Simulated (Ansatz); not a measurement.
An Ansatz (an electronic-structure program) run. Input:

Ansatz 0.2 input:
```yaml
crystal:
  lattice:
    - [0.0, 2.1269803845, 2.1269803845]
    - [2.1269803845, 0.0, 2.1269803845]
    - [2.1269803845, 2.1269803845, 0.0]
  atoms:
    - { symbol: Mg, position: [0.5, 0.5, 0.5] }
    - { symbol: O, position: [0.0, 0.0, 0.0] }
kpoints:
  mp_grid: { grid: [10, 10, 10] }
basis: { xc_grid: 2 }
hamiltonian:
  xc: pbe
  pseudopotentials: { kind: paw }
scf:
  occupations: { method: fixed }
output:
  optics: { e_range: [0.0, 15.0], de: 0.05, sigma: 0.1, bands: { spectra_wanted_up_to: 12 eV } }
```

Output (shortened):

```
output.optics: the spectra are integrated over the Brillouin zone by k·p interpolation around the k-points, where levels, occupations, output.optics.sigma and …
Pseudopotential: Mg, paw, valence charge 10
Pseudopotential: O, paw, valence charge 6
Functional definition: PBE
Crystal: 2 atoms, lattice volume = 19.245 Å³
Basis set: ecut = 420 eV, 339 PW (Γ), exchange–correlation on 48×48×48 points (8 copies of the dense FFT grid, shifted against one another)
Bands: 12, of which v1, the nominal top of the filled ones, is band 8 counted from 1 (7 counted from 0)
Symmetry: 48 space group operations
Space group: Fm-3m (ITA 225), of the structure as read, at distance tolerance 2.7e-5 Å
k-points: 47 of 1000
SCF iter   1: F=—  HF=-2494.138966 eV  |F-HF|=—  |Δ(HF+E_count)|=         —  Δρ=6.01e-4  dr2=2.15e-5  ethr=1.77e-3  ⟨swp⟩=4.6  Hψ=2943  notcnv=0  defer=76
preconditioner: auto → none
SCF iter   2: F=—  HF=-2494.138914 eV  |F-HF|=—  |Δ(HF+E_count)|=   5.18e-5  Δρ=4.51e-4  dr2=2.15e-5  ethr=1.35e-7  ⟨swp⟩=2.5  Hψ=1437  notcnv=0  defer=92
SCF iter   3: F=—  HF=-2494.138923 eV  |F-HF|=—  |Δ(HF+E_count)|=   8.69e-6  Δρ=2.19e-4  dr2=1.65e-6  ethr=1.34e-7  ⟨swp⟩=2.0  Hψ=662  notcnv=0  defer=64
SCF iter   4: F=—  HF=-2494.138950 eV  |F-HF|=—  |Δ(HF+E_count)|=   2.74e-5  Δρ=7.59e-5  dr2=6.97e-7  ethr=1.03e-8  ⟨swp⟩=2.6  Hψ=877  notcnv=0  defer=17
SCF iter   5: F=—  HF=-2494.138950 eV  |F-HF|=—  |Δ(HF+E_count)|=   1.27e-7  Δρ=3.83e-5  dr2=1.99e-7  ethr=4.36e-9  ⟨swp⟩=1.3  Hψ=604  notcnv=0  defer=19
SCF iter   6: F=—  HF=-2494.138950 eV  |F-HF|=—  |Δ(HF+E_count)|=   4.89e-8  Δρ=8.18e-6  dr2=9.31e-9  ethr=1.24e-9  ⟨swp⟩=2.3  Hψ=700  notcnv=0  defer=20
SCF iter   7: F=—  HF=-2494.138950 eV  |F-HF|=—  |Δ(HF+E_count)|=   2.67e-9  Δρ=1.11e-6  dr2=1.74e-10  ethr=5.82e-11  ⟨swp⟩=2.2  Hψ=704  notcnv=0  defer=20
SCF iter   8: F=-2494.138950 eV  HF=-2494.138950 eV  |F-HF|=3.18e-12  |Δ(HF+E_count)|=  4.68e-11  Δρ=1.43e-7  dr2=2.99e-12  ethr=1.00e-12  ⟨swp⟩=3.7  Hψ=2248  notcnv=0
SCF 1 converged in 8 iterations: F = -2494.138950 eV  dr2 = 2.99e-12
NSCF: frozen V_eff on 47 k-points
Optics k sum: 0 of 47 k-points
Optics k sum: 3 of 47 k-points
Optics k sum: 5 of 47 k-points
Optics k sum: 8 of 47 k-points
Optics k sum: 10 of 47 k-points
Optics k sum: 12 of 47 k-points
Optics k sum: 15 of 47 k-points
Optics k sum: 17 of 47 k-points
Optics k sum: 19 of 47 k-points
Optics k sum: 22 of 47 k-points
Optics k sum: 24 of 47 k-points
Optics k sum: 26 of 47 k-points
Optics k sum: 29 of 47 k-points
Optics k sum: 31 of 47 k-points
Optics k sum: 33 of 47 k-points
Optics k sum: 36 of 47 k-points
Optics k sum: 38 of 47 k-points
Optics k sum: 40 of 47 k-points
Optics k sum: 43 of 47 k-points
Optics k sum: 45 of 47 k-points
Optics k sum: 47 of 47 k-points
Optics k sum: 0 of 47 k-points
Optics k sum: 3 of 47 k-points
Optics k sum: 5 of 47 k-points
Optics k sum: 8 of 47 k-points
Optics k sum: 10 of 47 k-points
Optics k sum: 12 of 47 k-points
Optics k sum: 15 of 47 k-points
Optics k sum: 17 of 47 k-points
Optics k sum: 19 of 47 k-points
Optics k sum: 22 of 47 k-points
Optics k sum: 24 of 47 k-points
Optics k sum: 26 of 47 k-points
Optics k sum: 29 of 47 k-points
Optics k sum: 31 of 47 k-points
Optics k sum: 33 of 47 k-points
Optics k sum: 36 of 47 k-points
Optics k sum: 38 of 47 k-points
Optics k sum: 40 of 47 k-points
Optics k sum: 43 of 47 k-points
Optics k sum: 45 of 47 k-points
Optics k sum: 47 of 47 k-points
NSCF: frozen V_eff on 1 k-points
NSCF: frozen V_eff on 1 k-points
output.optics: what the bands over the 15 summed would add to eps1, eps2 and the energy-loss function is held between a lower and an upper bound (6 Lanczos …
SCF converged after 8 iterations
Free energy (F): -2494.138950 eV
Harris-Foulkes:  -2494.138950 eV  (|F-HF|=3.18e-12)
Internal energy: -2494.138950 eV  (E = F + TS)
E sigma→0 (E₀):  -2494.138950 eV
Fermi energy:    7.772389 eV
--- Per-component energies (eV) ---
  E_band       = -298.682233
  E_kinetic    = 255.000588
  E_local      = -1621.063696  (includes V_loc(G=0)·N_el)
  E_nonlocal   = 142.755030
  E_hartree    = 560.999992
  E_xc         = -105.021835
  E_vxc        = -134.564905  (∫ρ·V_xc dr)
  E_paw        = -450.144238  (= ΣΔE_a)
  E_vpaw       = -62.811668  (= ΣTr[D̂ρ^β])
  E_aug_tail   = 0.002471  (compensation charges beyond the density's cutoff)
  E_ewald      = -1276.667262
  E_smearing   =  0.000000  (= −TS)
  E_closure    = 0.000000  (closes the sum)
  Σ components = -2494.138950   (vs F -2494.138950, Δ=0.00e0)
  [band-id]    e_kinetic+e_local+e_nonlocal+2·e_hartree+e_vxc+e_vpaw+e_augmentation_tail = -298.682197   (vs E_band -298.682233, Δ=3.60e-5)
--- Band table (eV; the first three rows and the last of 47) ---
  k-point 0: bands = ["-64.6304", "-31.3549", "-31.3549", "-31.3549", "-9.3322", "7.7724", "7.7724", "7.7724", "12.2320", "23.4221", "23.4221", "23.4221"]
  k-point 1: bands = ["-64.6297", "-31.3623", "-31.3556", "-31.3556", "-9.2289", "7.1270", "7.7079", "7.7079", "12.8626", "22.1758", "23.6497", "23.6497"]
  k-point 2: bands = ["-64.6278", "-31.3815", "-31.3576", "-31.3576", "-8.9457", "5.8392", "7.5462", "7.5462", "14.0613", "20.6541", "24.0964", "24.0964"]
  k-point 46: bands = ["-64.6205", "-31.4062", "-31.3941", "-31.3821", "-7.8256", "4.5604", "5.3404", "6.0976", "18.6363", "19.2807", "19.7292", "23.3227"]
```

Cost: about 11 core-seconds (a rough figure) on shared cores.

Symmetry was held in the PBE relaxation; phonons on a q-mesh show no instability.

Potentials: the later of the program's two PAW sets.

Ansatz is a plane-wave DFT program.
